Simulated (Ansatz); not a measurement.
## Calculated with Ansatz: SnPt, relaxation

The command:

```bash
ansatz run input.yaml --threads 2 --pin off --max-ram 3584MiB --backend cpu --events-out ev --progress --plain --runs-dir out
```

Input:

```yaml
crystal:
  lattice:
    - [4.1133972, 0.0, 0.0]
    - [-2.0566986, 3.56230411, 0.0]
    - [0.0, 0.0, 5.45716036]
  atoms:
    - { symbol: Pt, position: [0.0, 0.0, 0.0] }
    - { symbol: Pt, position: [0.0, 0.0, 0.5] }
    - { symbol: Sn, position: [0.3333, 0.6667, 0.25] }
    - { symbol: Sn, position: [0.6666, 0.3333, 0.75] }
  symmetry: { tolerance: 0.0003 }
kpoints:
  mp_grid: { grid: [7, 7, 5], shift: [0, 0, 0] }
magnetization:
  spin_polarized: false
scf:
  occupations: { method: fermi_dirac, width: 0.05 }
  lower_state_search: "off"
hamiltonian:
  pseudopotentials: { kind: paw }
  xc: r2scan
basis:
  ecutwfc: 500
  fft_grid_basis: typed
relax:
  max_steps: 40
  cell: { p_target: 5.0 }
output:
  forces: true
  stress: true
  eigenvalues: true
  bader: true
  populations: true
  elf: true
  write_potential: true
  volumetric_format: npy
  dos:
    e_range: [-12, 8]
    de: 0.05
    projected: { site_lists: { Pt: [Pt], Sn: [Sn] } }
checkpoint:
  read: saved_state
```

Origin of the cell: a database entry, scaled a little.

The saved state is a converged single point of the same cell.

Steps («new basis» is an SCF on plane waves selected anew at the same cell):

```
step  ΔH (meV/atom)  max force component (eV/Å)  P (GPa)  volume (Å³)  SCF iterations   step was
   1            0.0                       0.000     1.99        79.96               5   accepted
   2           11.6                       0.000    12.12        75.55               7   rejected
   3           -3.8                       0.000     4.73        78.59               8   accepted
   4           -3.8                       0.000     5.01        78.47               3   accepted
   5           -3.7                       0.000     5.00        78.47               5  new basis
```

Step 1, with forces in eV/Å:

```xyz
4
Lattice="4.113 0.000 0.000 -2.057 3.562 0.000 0.000 0.000 5.457" Properties=species:S:1:pos:R:3:forces:R:3 pbc="T T T" step=1
Pt    0.000    0.000    0.000    0.000    0.000    0.000
Pt    0.000    0.000    2.729    0.000    0.000    0.000
Sn    0.000    2.375    1.364    0.000    0.000    0.000
Sn    2.057    1.187    4.093    0.000    0.000    0.000
```

Step 3, with forces in eV/Å:

```xyz
4
Lattice="4.082 0.000 0.000 -2.041 3.535 0.000 0.000 0.000 5.447" Properties=species:S:1:pos:R:3:forces:R:3 pbc="T T T" step=3
Pt    0.000    0.000    0.000    0.000    0.000    0.000
Pt    0.000    0.000    2.724    0.000    0.000    0.000
Sn    0.000    2.356    1.362    0.000    0.000    0.000
Sn    2.041    1.178    4.086    0.000    0.000    0.000
```

Step 5, with forces in eV/Å:

```xyz
4
Lattice="4.080 0.000 0.000 -2.040 3.533 0.000 0.000 0.000 5.443" Properties=species:S:1:pos:R:3:forces:R:3 pbc="T T T" step=5
Pt    0.000    0.000    0.000    0.000    0.000    0.000
Pt    0.000    0.000    2.722    0.000    0.000    0.000
Sn    0.000    2.356    1.361    0.000    0.000    0.000
Sn    2.040    1.178    4.082    0.000    0.000    0.000
```

```yaml
Enthalpy_lowered_by: 3.7 meV/atom
Volume_change: -1.87 %
Final_pressure: 5.00 GPa
Relaxation_steps_listed: 5
Gap_on_the_mesh: none (metal)
```

Caveats: no moments, though an odd count or open d shells may carry them; no spin-orbit coupling, though heavy elements are present; the relaxation held the start's symmetry, so the end may be a saddle point.

The run took 40 s of wall time on 2 CPU thread(s) of a shared host, from a saved density.
